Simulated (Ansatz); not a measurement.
The relaxed structure here is a generated cell of LiNbO3: the first start was made by placing the elements on the sites of a structure type, and the end was not matched to a known phase here, so it may be hypothetical. Known forms of LiNbO3 include space group No. 161.

One stationary structure of LiNbO3. All values below come from r2SCAN (plane waves to 500 eV, PAW, scalar-relativistic; Ansatz, an electronic-structure program).

```cif
data_Li2Nb2O6
_chemical_formula_sum 'Li2 Nb2 O6'
_space_group_name_H-M_alt 'P 1'
_space_group_IT_number 1
_cell_length_a 5.47706
_cell_length_b 5.47706
_cell_length_c 5.38441
_cell_angle_alpha 90.000
_cell_angle_beta 90.000
_cell_angle_gamma 120.000
loop_
_space_group_symop_operation_xyz
  'x, y, z'
loop_
_atom_site_label
_atom_site_type_symbol
_atom_site_fract_x
_atom_site_fract_y
_atom_site_fract_z
_atom_site_occupancy
Li1 Li 0.33333 0.66667 0.75000 1
Li2 Li 0.66667 0.33333 0.25000 1
Nb1 Nb 0.00000 0.00000 0.00000 1
Nb2 Nb 0.00000 0.00000 0.50000 1
O1 O 0.15567 0.31134 0.25000 1
O2 O 0.68866 0.84433 0.25000 1
O3 O 0.15567 0.84433 0.25000 1
O4 O 0.84433 0.68866 0.75000 1
O5 O 0.31134 0.15567 0.75000 1
O6 O 0.84433 0.15567 0.75000 1
```

Problem. Find the space group and the Wyckoff positions (tolerance 0.01 Å).

Solution. Space group P6₃/mmc (No. 194); a = b = 5.4771 Å, c = 5.3844 Å, α = β = 90.00°, γ = 120.00°

| atom | site | symmetry | x | y | z |
|---|---|---|---|---|---|
| Li | 2d | -6m2 | 0.6667 | 0.3333 | 0.2500 |
| Nb | 2a | -3m. | 0.0000 | 0.0000 | 0.0000 |
| O | 6h | mm2 | 0.1557 | 0.3113 | 0.2500 |

Problem. Give the shortest distances between elements (the closest pairs, up to four, under 3.6 Å).

Solution. Nb–O 2.00 Å; O–O 2.56 Å; Nb–Nb 2.69 Å; Li–O 2.74 Å.

The volume per atom is 13.99 Å³ and the band gap comes out as 2.19 eV, direct at Γ (no spin-orbit coupling).

No spin polarisation in the result.

The run could not lower the symmetry of its start; a shaken copy of this end point relaxes with r2SCAN to C2/m (No. 12), 0.559 eV/atom lower.
